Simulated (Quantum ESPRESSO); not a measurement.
## One change at a time to Al2AuHfRuW3

All numbers below are calculated, not measured. They come from Quantum ESPRESSO 7.5, a public plane-wave density functional program. Each row is one single-point run on a made-up periodic cell of eight metal atoms, with elements, volume, strain and displacements drawn at random and not relaxed, so a cell may be unstable or far from any real phase. There is no spin polarisation or spin-orbit coupling.

Settings: PBE unless stated; PseudoDojo standard norm-conserving files; Fermi-Dirac width 0.25 eV, which means electrons at about 2900 K; cutoff 1143 eV; 5 x 5 x 5 k mesh shifted half a step off Gamma. E is the free energy of the whole cell (internal energy minus TS), so a -TS column is already part of it. Stress is positive in tension, and the pressure P is minus a third of its trace.

Checks: one run of this series was repeated at a higher cutoff and on a denser mesh, which moved values by no more than 0.006 eV, 0.03 GPa and 0.005 eV/Å, and a second program with other atomic files agreed on it to 2 % rms in force and 0.5 GPa in pressure. Known limits: heavy elements are run without spin-orbit coupling, which real alloys of them have; a spin test at this wide smearing found no moment, but such smearing suppresses magnetism that the real alloy may have.

The lattice is face-centred cubic, and the cell vectors in Å are (0.030, 4.035, 4.087); (4.108, 0.001, 4.115); (4.076, 4.031, 0.034), a volume of 134.28 Å³ in run 1. The elements on sites 1 to 8 are Al W Au W W Al Ru Hf. Each later run makes one change to run 1 and keeps the rest. E is counted from run 1, and is n/a where other atomic files have another zero of energy.

```
run,change,V (Å³),P (GPa),-TS (eV),rms force (eV/Å),largest change of a force component (eV/Å),E (eV)
1,none,134.28,-3.80,-1.483,0.485,0.000,0.000
2,sites 5 and 8 exchanged,134.28,-4.60,-1.297,0.488,0.431,-0.525
3,all lengths scaled by -0.80 %,131.08,0.65,-1.443,0.534,0.115,?
4,LDA in place of PBE,134.28,-14.86,-1.500,0.416,0.154,n/a
5,Ta on site 6,134.28,1.60,-1.535,0.506,0.243,n/a
6,site 5 moved by -0.14 Å along z,134.28,-3.82,-1.478,0.460,0.567,0.001
```

## Worked estimate

Along a uniform scaling dE = -P dV. The mean of the two pressures is -1.575 GPa and the volume changes by -3.20 Å³, with 160.2 GPa to one eV/Å³. The same two rows give -V dP/dV = 185 GPa for this cell with clamped atoms, which is not the bulk modulus of a real alloy.

## Withheld value

Question: what E should run 3 give?

The estimate is -0.031 eV. The calculation gave -0.032 eV.
